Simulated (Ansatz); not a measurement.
## ¹²⁷I nuclear quadrupole resonance in Cs₃Y₂I₉ under strain

Cell: an entry of the Crystallography Open Database (COD), relaxed with PBE at fixed cell and then changed (x and y stretched by 2 %).

```
Cs Y I
1.0
     8.57412    0.00000    0.00000
    -4.28706    7.42541    0.00000
     0.00000    0.00000   21.28000
Cs Y I
6 4 18
Direct
  0.00000 0.00000 0.25000
  0.00000 0.00000 0.75000
  0.33333 0.66667 0.06829
  0.66667 0.33333 0.56829
  0.33333 0.66667 0.43171
  0.66667 0.33333 0.93171
  0.66667 0.33333 0.15551
  0.33333 0.66667 0.65551
  0.66667 0.33333 0.34449
  0.33333 0.66667 0.84449
  0.50173 0.00346 0.25000
  0.49827 0.50173 0.75000
  0.99654 0.49827 0.25000
  0.49827 0.99654 0.75000
  0.50173 0.49827 0.25000
  0.00346 0.50173 0.75000
  0.83794 0.67588 0.08397
  0.16206 0.83794 0.58397
  0.32412 0.16206 0.08397
  0.16206 0.32412 0.58397
  0.83794 0.16206 0.08397
  0.67588 0.83794 0.58397
  0.32412 0.16206 0.41603
  0.16206 0.83794 0.91603
  0.83794 0.67588 0.41603
  0.67588 0.83794 0.91603
  0.83794 0.16206 0.41603
  0.16206 0.32412 0.91603
```

Sites (sets of like atoms) are named by element and the number of their first atom in this list.

Computed with Ansatz: DFT, PBE, plane waves and PAW, scalar-relativistic, 420 eV cutoff, Γ-centred 4×4×2 k-points, Fermi–Dirac smearing 0.02 eV.

¹²⁷I: I = 5/2, Q = -688.2 mb (year-2017 value). Static lattice, zero field.

Sites with a gradient: I11 (atoms 11, 12, 13, 14, 15, 16; 2 Y at 3.17 Å, angle 79°); I17 (atoms 17, 18, 19, 20, 21, 22, …; 1 Y at 2.96 Å).

**Question.** The simulated spectrum has lines at 25.4, 50.3, 62.9, 73.6, 136.4 MHz. Sort them into the sets that belong together, and say which site each set most likely comes from.

**Answer.** For I = 5/2 and η = 0 the lines are 3|C_Q|/20 and twice that; η pulls their ratio below 2. At large η the states mix, and weaker lines appear at sums of the main ones; lines under 5 % of the strongest are left out. I11: 62.9, 73.6, 136.4 MHz (|C_Q| = 270 MHz, η = 0.81). I17: 25.4, 50.3 MHz (|C_Q| = 168 MHz, η = 0.10).

The sites follow from the calculation. At I17 V_zz points along its bond to Y (within 1°). Like point charges on the first shell alone (each adding as 1/d³) would put I17 above I11: the covalent part of each bond and the atoms beyond the first shell count as well.

Without spin–orbit coupling the gradients at and beside I can be off by some per cent, at some sites by more.
